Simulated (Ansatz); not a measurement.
Consider the following.

ZrIr:
```yaml
crystal:
  lattice:
    - [1.56045, -5.03898, 0.00000]
    - [1.56045, 5.03898, 0.00000]
    - [0.00000, 0.00000, 4.43375]
  atoms:
    - { symbol: Zr, position: [0.64319, 0.35681, 0.25000] }
    - { symbol: Ir, position: [0.90812, 0.09188, 0.25000] }
    - { symbol: Zr, position: [0.35681, 0.64319, 0.75000] }
    - { symbol: Ir, position: [0.09188, 0.90812, 0.75000] }
```

This is the LDA-relaxed structure.

**Question.** All from DFT-LDA in the program Ansatz with PAW potentials, unless another level is named. Give the formation energy from the elements (no fitted shifts).

**Answer.** -0.84 eV/atom.

**Question.** Next, the density of states at the Fermi level?

**Answer.** 0.62 states/eV per atom (mean over ±0.08 eV).

Space group Cmcm. The start of the workflow was typed in or built on a structure type; the Crystallography Open Database copy checked does not list it. COD files the formula under space group No. 221. Whether it is the stable phase at ambient conditions was not checked. Symmetry was held in the LDA relaxation; its stability against distortions is not shown here. The run is not spin-polarised. The references are the lowest solids computed at this level, not always the standard phases. Scalar-relativistic: spin–orbit coupling is off unless named, which matters more the heavier the elements.

Potentials: the later of the program's two PAW sets.
